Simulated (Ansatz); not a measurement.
KEuS2 in space group R-3m (No. 166; Eu on 3b, K on 3a, S on 6c), PBE in the plane-wave PAW code Ansatz, all energies at zero smearing, with the estimated change up to a 700 eV cutoff added, with one set of potentials and settings (totals compare only within such a set). Cell of 4 atoms (1 Eu, 1 K, 2 S): -12114.910 eV.

| element | reference phase | E (eV/atom) |
|---|---|---|
| Eu | Cmcm, 2 atoms in the cell, spin-polarised | -8766.4964 |
| K | Im-3m, 1 atoms in the cell | -1537.7858 |
| S | Fddd, 32 atoms in the cell | -902.0599 |

Formation energy per atom, worked out: (-12114.910 − 1×(-8766.4964) − 1×(-1537.7858) − 2×(-902.0599))/4 = -1.627 eV/atom (-157 kJ per mol of atoms), at 0 K, without zero-point energy or fitted corrections.

The workflow started from an entry of the Crystallography Open Database (COD, 302 K). Whether it is the stable phase at ambient conditions was not checked. The cell was relaxed with PBE under the symmetry of its start; whether a distortion lowers the energy is not shown. Spin order of the final state: ferromagnetic, chosen from 4 collinear starts compared on coarse meshes (ties went to the first, and starts can fall back to one state), not a proven ground state. Caveat: open 4f shells can settle in a state that is not the lowest. No Hubbard U is applied. The references are the lowest solids computed at this level, not always the standard phases. Scalar-relativistic: spin–orbit coupling is off unless named, which matters more the heavier the elements.

Potentials: the later of the program's two PAW sets.
